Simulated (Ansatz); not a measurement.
GaN:
```yaml
crystal:
  lattice:
    - [0.00000, 2.10844, 2.10844]
    - [2.10844, 0.00000, 2.10844]
    - [2.10844, 2.10844, 0.00000]
  atoms:
    - { symbol: N, position: [0.00000, 0.00000, 0.00000] }
    - { symbol: Ga, position: [0.50000, 0.50000, 0.50000] }
```

x, y and z are the axes in which the lattice vectors are written.

Give the high-frequency dielectric tensor and the Born effective charge tensors of the independent atoms from DFPT, r²SCAN in the plane-wave PAW code Ansatz.


ε∞:
```
7.30  0.00  0.00
0.00  7.30  0.00
0.00  0.00  7.30
```
Z* of atom 1 (N), rows: field, columns: displacement, in e:
```
-3.56   0.00   0.00
 0.00  -3.56   0.00
 0.00   0.00  -3.56
```
Z* of atom 2 (Ga), rows: field, columns: displacement, in e:
```
3.56  0.00  0.00
0.00  3.56  0.00
0.00  0.00  3.56
```

Static charges for comparison (Bader): N1 -1.76, Ga2 +1.76 e. Born charges measure polarisation by displacement and can exceed these by far.

Space group Fm-3m (rock salt). This is a known high-pressure phase of the composition, computed here at zero pressure and temperature. The r²SCAN relaxation kept the symmetry of its start; its stability against distortions is not shown here. Scalar-relativistic: spin–orbit coupling is off unless named, which matters more the heavier the elements.

Potentials: the later of the program's two PAW sets.
